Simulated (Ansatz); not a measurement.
Given:

Relaxed SnCl2 (space group Pnma):

```yaml
crystal:
  lattice:
    - [7.47652, 0.00000, 0.00000]
    - [0.00000, 4.28524, 0.00000]
    - [0.00000, 0.00000, 8.93671]
  atoms:
    - { symbol: Sn, position: [0.76593, 0.75000, 0.58478] }
    - { symbol: Sn, position: [0.23407, 0.25000, 0.41522] }
    - { symbol: Sn, position: [0.73407, 0.25000, 0.08478] }
    - { symbol: Sn, position: [0.26593, 0.75000, 0.91522] }
    - { symbol: Cl, position: [0.52092, 0.25000, 0.84297] }
    - { symbol: Cl, position: [0.47908, 0.75000, 0.15703] }
    - { symbol: Cl, position: [0.97908, 0.75000, 0.34297] }
    - { symbol: Cl, position: [0.02092, 0.25000, 0.65703] }
    - { symbol: Cl, position: [0.14165, 0.25000, 0.07798] }
    - { symbol: Cl, position: [0.85835, 0.75000, 0.92202] }
    - { symbol: Cl, position: [0.35835, 0.75000, 0.57798] }
    - { symbol: Cl, position: [0.64165, 0.25000, 0.42202] }
```

A phonon eigenvector at Γ is frozen into this cell: atom i moves by Q times the vector below, so Q is the largest atomic displacement, in Å. The cell is held.

| atom | x | y | z |
|---|---|---|---|
| Sn1 | 0.000 | 1.000 | 0.000 |
| Sn2 | 0.000 | 1.000 | 0.000 |
| Sn3 | 0.000 | -1.000 | 0.000 |
| Sn4 | 0.000 | -1.000 | 0.000 |
| Cl5 | 0.000 | -0.446 | 0.000 |
| Cl6 | 0.000 | -0.446 | 0.000 |
| Cl7 | 0.000 | 0.446 | 0.000 |
| Cl8 | 0.000 | 0.446 | 0.000 |
| Cl9 | 0.000 | -0.507 | 0.000 |
| Cl10 | 0.000 | -0.507 | 0.000 |
| Cl11 | 0.000 | 0.507 | 0.000 |
| Cl12 | 0.000 | 0.507 | 0.000 |

The numbers are results of LDA (plane waves to 420 eV, PAW, scalar-relativistic; Ansatz, a quantum-chemistry and plane-wave program), not measurements. k mesh 4×6×3 (Γ-centred), Fermi-Dirac smearing 0.05 eV. The energy includes the smearing's −TS. SnCl2 was relaxed with its symmetry unable to fall. The relaxed volume of SnCl2 is well below the measured one. The zero of ΔE is the undisplaced structure.

The scan covers Q from -0.180 to 0.180 Å in 13 points.

Is the energy the same for equal positive and negative displacements?

Even: the same for both signs.

Which space group does the distorted structure have?

P2_12_12_1 (No. 19), lowered from Pnma.

What is the energy change at Q = 0.180 Å?

26.7 meV/cell.

What harmonic wavenumber does the curvature at Q = 0 give?

28 cm⁻¹.

(A displaced cell: forces are minus the slopes of the energy, force constants its curvatures, and phonons follow from these.)
